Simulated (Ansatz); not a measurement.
According to PBEsol (plane waves, PAW; program Ansatz), GaSb in the hexagonal phase (P6_222; Ga on 3d, Sb on 3c) relaxes to a = 4.345 Å, c = 9.413 Å. Its formation energy from the elements is -0.009 eV/atom, with no fitted shifts.

Electronic character: metallic (no gap).

The start of the workflow was typed in or built on a structure type; neither database checked (COD, Materials Project) lists it. It is not the phase usual at ambient conditions (space group No. 216). The PBEsol relaxation kept the symmetry of its start; its stability against distortions is not shown here. A small band overlap can be real or an error of a semilocal functional. The references are the lowest solids computed at this level, not always the standard phases. Scalar-relativistic: spin–orbit coupling is off unless named, which matters more the heavier the elements.

Potentials: the earlier of the program's two PAW sets. The files were generated under PBE; for other functionals the program regenerates the frozen cores, and for LDA and PBEsol the local potential too.
